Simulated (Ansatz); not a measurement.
Relaxed-ion elastic tensor of GaBi (rock salt, space group No. 225) in GPa (Voigt order), PBEsol (plane waves, PAW; program Ansatz); density 9.08 g/cm³, 25.49 Å³ per atom.

```
 119  25.2  25.2   0.0   0.0   0.0
25.2   119  25.2   0.0   0.0   0.0
25.2  25.2   119   0.0   0.0   0.0
 0.0   0.0   0.0   3.7   0.0   0.0
 0.0   0.0   0.0   0.0   3.7   0.0
 0.0   0.0   0.0   0.0   0.0   3.7
```

Q: Is the crystal mechanically stable?

A: Yes: the smallest eigenvalue of C is 3.7 GPa.

Q: Work out the Voigt and Reuss bounds. Is their mean of use?

A: K_V = 56.3, K_R = 56.3; G_V = 20.9, G_R = 5.9 GPa. The bounds lie so far apart that a Hill average or a Debye temperature from it would say little.

Space group Fm-3m (rock salt). A made-up cell: these elements were put on the sites of a structure type; neither database checked (COD, Materials Project) lists it. Its standing as an ambient phase is unchecked. The cell was relaxed with PBEsol under the symmetry of its start; of distortions, only those at the zone centre were tested. As this level gives no gap, shear constants depend on the k-mesh and smearing (Fermi–Dirac, 0.1 eV here). Spin–orbit coupling is left out wherever it is not named.

Potentials: the later of the program's two PAW sets.
